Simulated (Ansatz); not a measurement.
## Migration of Ni in Si

These are results of DFT LDA, scalar-relativistic, plane waves, PAW in Ansatz 0.2.0, not measurements. Settings: 420 eV cutoff, 2×2×2 k-mesh, shifted by half a step, Gaussian smearing of 0.02 eV, no spin polarisation.

Host crystal, relaxed:

```
Si
1.0
     0.00000    2.70097    2.70097
     2.70097    0.00000    2.70097
     2.70097    2.70097    0.00000
Si
2
Cartesian
  4.0515 4.0515 4.0515
  2.7010 2.7010 2.7010
```

In a supercell of 32 host sites, interstitial Ni hops to an equivalent place, moving 0.81 Å between the relaxed ends. Climbing-image nudged elastic band at fixed cell with images 0 (start) to 6 (end), the path measured over all atoms, converged to 0.05 eV/Å; the order of the saddle wasn't checked, and the small cell leaves errors of about a tenth of an eV.

Supercell rows in host cell vectors: 1 1 -3; -3 1 1; 1 1 1. Ni was set at (0.000, 0.000, 0.000) of the host cell.

At the relaxed start Ni has 3 Si at 2.28 Å, 3 Si at 2.35 Å, 1 Si at 3.07 Å.

**Question.** What barrier does the band give, and what surrounds the atom at the top?

**Answer.** 0.02 eV at image 3, where Ni has 6 Si at 2.29 Å.

Cost: 1 run of about 16 core-minutes, on Intel Xeon Processor @ 2.50GHz (Skylake/Cascade Lake) (shared hosts).